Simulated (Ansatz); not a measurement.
Level of theory: DFT PBE, scalar-relativistic, plane waves, PAW (Ansatz 0.2.0). All cells share a 420 eV cutoff and Γ-centred k meshes spaced at most about 0.3 Å⁻¹ (2π included). No spin polarisation in the final relaxations.

All energies are static (0 K, no zero-point motion).

Compare these two cells of Sn3Se2S, each relaxed at this level.

A.

```cif
data_structure
_symmetry_space_group_name_H-M 'I4/mmm'
_symmetry_Int_Tables_number 139
_cell_length_a 4.2414
_cell_length_b 4.2414
_cell_length_c 17.9698
_cell_angle_alpha 90.000
_cell_angle_beta 90.000
_cell_angle_gamma 90.000
_cell_volume 323.27
loop_
_atom_site_label
_atom_site_type_symbol
_atom_site_symmetry_multiplicity
_atom_site_Wyckoff_symbol
_atom_site_fract_x
_atom_site_fract_y
_atom_site_fract_z
_atom_site_occupancy
Sn1 Sn 4 e 0.50000 0.50000 0.33748 1
Sn2 Sn 2 b 0.50000 0.50000 0.00000 1
Se1 Se 4 e 0.50000 0.50000 0.16680 1
S1 S 2 a 0.00000 0.00000 0.00000 1
```

B.

```cif
data_structure
_symmetry_space_group_name_H-M 'P-3m1'
_symmetry_Int_Tables_number 164
_cell_length_a 4.2375
_cell_length_b 4.2375
_cell_length_c 10.3723
_cell_angle_alpha 90.000
_cell_angle_beta 90.000
_cell_angle_gamma 120.000
_cell_volume 161.30
loop_
_atom_site_label
_atom_site_type_symbol
_atom_site_symmetry_multiplicity
_atom_site_Wyckoff_symbol
_atom_site_fract_x
_atom_site_fract_y
_atom_site_fract_z
_atom_site_occupancy
Sn1 Sn 2 d 0.66667 0.33333 0.84227 1
Sn2 Sn 1 b 0.00000 0.00000 0.50000 1
Se1 Se 2 d 0.33333 0.66667 0.67109 1
S1 S 1 a 0.00000 0.00000 0.00000 1
```

Problem. Which placement of the atoms is lower in energy, and by how much?

Solution. B is lower, by 5 meV/atom. The two share one framework of sites and differ in which element sits where. A has Se and S ordered on rock salt sites, space group I4/mmm (No. 139), 26.9 Å³/atom and a gap of 0.14 eV on its mesh; B has Se and S ordered on rock salt sites, space group P-3m1 (No. 164), 26.9 Å³/atom and a gap of 0.41 eV. Counting S or Se atoms around Sn (for each partner element, those within 1.25 times its shortest distance or 1.15 times the sum of covalent radii, where it is the nearest in units of that sum or under 1.3), A and B both have Sn 6. Both come from invented guesses.

Kohn–Sham gaps at this level usually fall short of measured ones. Cells relaxed within their symmetry can be saddle points.
